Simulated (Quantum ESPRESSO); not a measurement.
# Mg2AlS3Cl: convergence and cost over cutoff and k mesh

A calculation, not a measurement. The program is pw.x of Quantum ESPRESSO 7.5 (plane-wave density functional theory). The cell is made up: 7 atoms on a zincblende/diamond lattice with one site empty, with randomly drawn elements, strain and displacements, not relaxed. PseudoDojo standard norm-conserving files (v0.5 for PBE, v0.4.1 for LDA and PBEsol) set the functional; there is no spin polarisation, spin-orbit coupling or dispersion term, and the masses in the input are unused placeholders.

Input of the run in row 2:

```
&control calculation='scf', pseudo_dir='./dojo.nc.sr.pbe.v0_5.standard.upf', outdir='./o', disk_io='medium', tprnfor=.true., tstress=.true. /
&system ibrav=0, nat=7, ntyp=4, nbnd=30, ecutwfc=84.00895049, nosym=.true., tot_charge=0,
 occupations='smearing', smearing='fd', degauss=0.0018374661
/
&electrons conv_thr=7.350e-09, electron_maxstep=60, /
ATOMIC_SPECIES
Al 1.0 Al.upf
Cl 1.0 Cl.upf
Mg 1.0 Mg.upf
S 1.0 S.upf
CELL_PARAMETERS angstrom
5.6589 0.0 0.0
0.0 5.6589 0.0
0.0 0.0 5.6589
ATOMIC_POSITIONS angstrom
Mg 0.1701 0.0533 0.0301
Al 0.084 2.7846 2.9005
Mg 2.8123 -0.0425 2.7463
S 1.4443 1.3423 1.409
S 1.334 4.1689 4.2257
Cl 4.1348 1.4105 4.3231
S 4.1817 4.3346 1.5695
K_POINTS automatic
4 4 4 1 1 1
```

The same cell was run at these settings. Meshes are shifted by half a step, and differences are from the last row, which is itself not exact.

| cutoff (eV) | k mesh | k points solved | threshold (eV) | free energy less the last row's (eV) | pressure (GPa) | largest stress difference (GPa) | largest force difference (eV/Å) | iterations | wall time (s) | k-point pools | processor |
| --- | --- | --- | --- | --- | --- | --- | --- | --- | --- | --- | --- |
| 800 | 2 x 2 x 2 | 4 | 1e-04 | 1.441 | -12.21 | 9.88 | 0.026 | 7 | 27 | 1 | AMD EPYC, Zen 5 class |
| 1143 | 4 x 4 x 4 | 32 | 1e-07 | 0.001 | -2.34 | 0.01 | 0.004 | 10 | 290 | 1 | AMD EPYC, Zen 5 class |
| 1437 | 6 x 6 x 6 | 108 | 1e-07 | 0.000 | -2.34 | 0.00 | 0.000 | 10 | 159 | 4 | AMD EPYC, Zen 5 class |

Each pool is one process. Wall times include start-up and a band step at six k points, which weighs most on the coarsest meshes. The runs were on shared virtual cores whose load varied, so times are rough.